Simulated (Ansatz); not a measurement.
ZnCdTe$_{2}$:
```cif
data_Cd3Te6Zn3
_chemical_formula_sum 'Zn3 Cd3 Te6'
_space_group_name_H-M_alt 'R3m :H'
_space_group_IT_number 160
_space_group_name_Hall 'R 3 -2"'
_cell_length_a 4.37630
_cell_length_b 4.37630
_cell_length_c 21.59649
_cell_angle_alpha 90.000
_cell_angle_beta 90.000
_cell_angle_gamma 120.000
loop_
_atom_site_label
_atom_site_type_symbol
_atom_site_symmetry_multiplicity
_atom_site_Wyckoff_symbol
_atom_site_fract_x
_atom_site_fract_y
_atom_site_fract_z
_atom_site_occupancy
Zn1 Zn 3 a 0.00000 0.00000 0.50073 1
Cd1 Cd 3 a 0.00000 0.00000 0.99830 1
Te1 Te 3 a 0.00000 0.00000 0.87039 1
Te2 Te 3 a 0.00000 0.00000 0.38057 1
```
(The calculation used a cell of 4 atoms; values per cell refer to that cell.)

This is the LDA-relaxed structure.

**Question.** All from LDA (plane waves, PAW; program Ansatz), unless another level is named. Give the bulk modulus (Birch–Murnaghan fit).

**Answer.** 49.5 GPa.

**Question.** Predict the highest zone-centre frequency (without LO–TO term).

**Answer.** 22.5 meV.

The first step of the workflow began from a Materials Project structure, measured or hypothetical; the Crystallography Open Database copy checked does not list it. Its standing as an ambient phase is unchecked. The cell was relaxed with LDA under the symmetry of its start; of distortions, only those at the zone centre were tested. Scalar-relativistic: spin–orbit coupling is off unless named, which matters more the heavier the elements.

Potentials: the later of the program's two PAW sets.
